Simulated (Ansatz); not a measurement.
Al2O3: energy along a strain

Al2O3, Pnnm, a = 4.593 Å, b = 9.573 Å, c = 2.975 Å. This isn't the usual stable structure of the compound. Ansatz: LDA, PAW, 420 eV, Γ-centred 6×4×8 mesh on 10 atoms, Gaussian smearing 0.05 eV; no spin polarisation. Cell vectors (Å): 4.593 0.000 0.000; 0.000 9.573 0.000; 0.000 0.000 2.975. The cell is strained by x per cent times the pattern (1 -1 0 0 0 0) in the order xx yy zz yz xz xy (engineering shears), with fractional coordinates held. y is the free energy over the start, V0 = 13.078 Å³/atom.

| x (%) | y (meV/atom) |
| --- | --- |
| -4.00 | ? |
| -3.00 | 16.06 |
| -2.00 | 7.22 |
| -1.00 | 1.81 |
| 0.00 | 0.00 |
| 1.00 | 1.93 |
| 2.00 | 7.84 |
| 3.00 | 17.96 |
| 3.50 | 24.66 |
| 4.00 | 32.49 |

Fit y = c2 x² + c3 x³ to the other rows, get the stiffness along the pattern, and predict the missing energy.

Least squares on the rows shown. y = 1.8886 x² + 0.035517 x³. The clamped-ion stiffness p·C·p = 2 × 18.89 eV × 160.2 / 13.078 Å³ = 463 GPa. At x = -4.00 the fit asked for gives 27.94 meV/atom. The run gave 28.09 meV/atom, so the fit is 0.15 meV/atom too low, a small miss on the scale of the series.